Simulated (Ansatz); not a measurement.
Data:

SiO2 (rutile)

```yaml
crystal:
  lattice:
    - [4.18520, 0.00000, 0.00000]
    - [0.00000, 4.18520, 0.00000]
    - [0.00000, 0.00000, 2.66883]
  atoms:
    - { symbol: Si, position: [0.50000, 0.50000, 0.50000] }
    - { symbol: Si, position: [0.00000, 0.00000, 0.00000] }
    - { symbol: O, position: [0.80610, 0.80610, 0.50000] }
    - { symbol: O, position: [0.30610, 0.69390, 0.00000] }
    - { symbol: O, position: [0.69390, 0.30610, 0.00000] }
    - { symbol: O, position: [0.19390, 0.19390, 0.50000] }
```

A phonon eigenvector at Γ is frozen into this cell: atom i moves by Q times the vector below, so Q is the largest atomic displacement, in Å. The cell is held.

```json
[
 {"atom": "O3", "x": "0.707", "y": "0.707", "z": "0.000"},
 {"atom": "O4", "x": "-0.707", "y": "0.707", "z": "0.000"},
 {"atom": "O5", "x": "0.707", "y": "-0.707", "z": "0.000"},
 {"atom": "O6", "x": "-0.707", "y": "-0.707", "z": "0.000"}
]
```

Atoms not listed stay in place.

Calculation: r2SCAN (plane waves to 500 eV, PAW, scalar-relativistic; Ansatz, a program for electronic structure). k mesh 8×8×12 (Γ-centred), Fermi-Dirac smearing 0.05 eV. The energy includes the smearing's −TS. SiO2 was relaxed with its symmetry unable to fall. ΔE is measured from the undisplaced structure.

The scan covers Q from -0.180 to 0.180 Å in 13 points.

Which space group does the distorted structure have?

Cmmm (No. 65), lowered from P4_2/mnm.

Is this a single well or a double well?

A single well with its minimum at or next to zero displacement.

Is the energy the same for equal positive and negative displacements?

Even: the same for both signs.

What is the energy change at Q = 0.180 Å?

3594 meV/cell.

What harmonic wavenumber does the curvature at Q = 0 give?

957 cm⁻¹.

(For displaced atoms, the force is minus the slope of the energy, and its curvature is a force constant, which sets phonon frequencies.)
